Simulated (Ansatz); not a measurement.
Polymorphs of BAs, each relaxed with the program Ansatz at the r²SCAN level (PAW):

A: P4_2/mnm, a = 5.8567 Å, b = 5.8567 Å, c = 3.3715 Å, α = 90.00°, β = 90.00°, γ = 90.00°

B: zinc blende (F-43m), a = 4.784 Å, b = 4.784 Å, c = 4.784 Å, α = 90.00°, β = 90.00°, γ = 90.00°

C: P6_422, a = b = 3.4469 Å, c = 7.4594 Å, α = β = 90.00°, γ = 120.00°

D: wurtzite (P6_3mc), a = b = 3.3657 Å, c = 5.5752 Å, α = β = 90.00°, γ = 120.00°

E: P4_2/mmc, a = b = 3.159 Å, c = 5.704 Å, α = β = γ = 90.00°

F: Pm-3n, a = b = c = 5.890 Å, α = β = γ = 90.00°

Question: Put the candidates in order of energy per atom at 0 K, lowest first, for r²SCAN.

Answer: B (+0 meV/atom), D (+12 meV/atom), A (+135 meV/atom), F (+311 meV/atom), C (+494 meV/atom), E (+1034 meV/atom)

Question: Give each one's gap.

Answer: A 0.89 eV; B 1.37 eV; C 0.67 eV; D 1.33 eV; E no gap; F 0.61 eV.

Constructed cells (a structure type filled with these elements, in neither database checked): E. Typed or built starts, not in the databases checked: A; C; F. Not the usual ambient phase: A; C; D; E; F. All cells were relaxed under the symmetry of their starts (and spin orders); stability against distortions was not tested throughout. Scalar-relativistic: spin–orbit coupling is off unless named, which matters more the heavier the elements.

Energies hold the estimated change up to a 700 eV cutoff; steps of a few meV lie near the error of the meshes.

Potentials: the later of the program's two PAW sets.
